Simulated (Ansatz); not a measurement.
GaN:
```
GaN
1.0
    0.00000     2.24912     2.24912
    2.24912     0.00000     2.24912
    2.24912     2.24912     0.00000
Ga N
1 1
Direct
  0.00000   0.00000   0.00000
  0.25000   0.25000   0.25000
```

Cartesian axes are those of the cell as given.

Task: Give the proper piezoelectric stress tensor with relaxed ions from the program Ansatz at the PBEsol level (PAW).

Result: In C/m², rows x, y, z, Voigt columns; mesh uncertainty up to 0.00.
```
0.00  0.00  0.00  0.37  0.00  0.00
0.00  0.00  0.00  0.00  0.37  0.00
0.00  0.00  0.00  0.00  0.00  0.37
```

The elastic tensor of the same run (GPa):

```json
[
 {"": "1", "1": "270", "2": "147", "3": "147", "4": "0.0", "5": "0.0", "6": "0.0"},
 {"": "2", "1": "147", "2": "270", "3": "147", "4": "0.0", "5": "0.0", "6": "0.0"},
 {"": "3", "1": "147", "2": "147", "3": "270", "4": "0.0", "5": "0.0", "6": "0.0"},
 {"": "4", "1": "0.0", "2": "0.0", "3": "0.0", "4": "152", "5": "0.0", "6": "0.0"},
 {"": "5", "1": "0.0", "2": "0.0", "3": "0.0", "4": "0.0", "5": "152", "6": "0.0"},
 {"": "6", "1": "0.0", "2": "0.0", "3": "0.0", "4": "0.0", "5": "0.0", "6": "152"}
]
```

Task: Convert to strain constants d = e·S.

Result: In pC/N:
```
0.0  0.0  0.0  2.4  0.0  0.0
0.0  0.0  0.0  0.0  2.4  0.0
0.0  0.0  0.0  0.0  0.0  2.4
```

Space group F-43m (zinc blende). Symmetry was held in the PBEsol relaxation.

Potentials: the later of the program's two PAW sets.
